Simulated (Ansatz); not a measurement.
CdTe (wurtzite, P6_3mc), DFT-r²SCAN in the program Ansatz with PAW potentials. The conduction-band minimum lies at Γ, with 1 equivalent valley. Second derivatives d²E/dk² of the lowest band at one valley (eV·Å²), along Cartesian directions:

```json
[
 {"direction": "[100]", "d²E/dk²": "78.51"},
 {"direction": "[010]", "d²E/dk²": "78.51"},
 {"direction": "[001]", "d²E/dk²": "88.64"},
 {"direction": "[110]", "d²E/dk²": "78.51"},
 {"direction": "[101]", "d²E/dk²": "83.62"},
 {"direction": "[011]", "d²E/dk²": "83.62"}
]
```

Find the principal effective masses, the density-of-states mass and the conductivity mass.

Off-diagonal terms follow from H_xy = H[110] − (H_xx + H_yy)/2, and m*/mₑ = 7.620 eV·Å² over each eigenvalue: 0.086, 0.097, 0.097. One valley's DOS mass (m₁m₂m₃)^(1/3) = 0.093, conductivity mass 3/(Σ 1/mᵢ) = 0.093 mₑ.

What effective density of states Nc follows at 300 K for parabolic valleys?

Nc = 2.509e19 × 1 × (0.093)^(3/2) ≈ 7.1e17 cm⁻³.

The first step of the workflow began from a Materials Project structure, measured or hypothetical; the Crystallography Open Database copy checked does not list it. It is not the phase usual at ambient conditions (space group No. 216). Symmetry was held in the r²SCAN relaxation; of distortions, only those at the zone centre were tested. Spin–orbit coupling is left out wherever it is not named.

Potentials: the earlier of the program's two PAW sets.

Edges and masses are those of Kohn–Sham bands, whose gap is no quasiparticle gap.
